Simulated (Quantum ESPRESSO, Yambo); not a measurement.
# WS$_{2}$ monolayer under uniaxial strain

```
CELL_PARAMETERS angstrom
      3.14562     0.00000     0.00000
     -1.57281     2.72418     0.00000
      0.00000     0.00000    16.10000
ATOMIC_POSITIONS crystal
  S  0.00000 0.00000 0.90268
  S  0.00000 0.00000 0.09732
  W  0.66667 0.33333 0.00000
```

A free-standing WS2 monolayer (symmetry P-6m2, slab cell 16.1 Å high) under uniaxial strain (along x, the other axes held), counted from the cell relaxed with PBEsol, atoms relaxed at each step. norm-conserving PBEsol (Quantum ESPRESSO, 74 Ry, without SOC); G0W0 and BSE in Yambo (6×6×1 Γ-centred k mesh, bands 2 to 131 and a 8 Ry block in the screening, 131 bands in G with the Bruneval-Gonze terminator, plasmon pole fitted at 27.2 eV, slab-truncated Coulomb interaction, stochastic integration of W near q = 0; BSE 18×18×1 mesh, 4 valence and 5 conduction bands, static screening with 38 bands and a 3 Ry block, scissor from each state's G0W0).

```csv
strain (%),PBEsol gap (eV),kind,G0W0 direct gap (eV),lowest vertical BSE state (eV),RPA α (Å) along x
-2,1.94,indirect,"3.04 at (0.333, 0.333)",not resolved,6.11
0,1.94,direct,2.87 at K,not resolved,6.21
+2,1.79,near tie,"2.70 at (0.333, 0.333)",not resolved,6.37
```

Between -2 % and +0 % the PBEsol gap turns from indirect to direct. GW, BSE and RPA settings are held fixed; their convergence isn't established. «Near tie»: competing band extrema lie within 0.03 eV. Strains are linear. The screening block changes size along the series (369 vectors at -2 %, 381 vectors at +0 %, 381 vectors at +2 %), which puts steps into the G0W0 values. Spin-orbit coupling is left out, which matters for elements this heavy: edges can move by tenths of an eV.
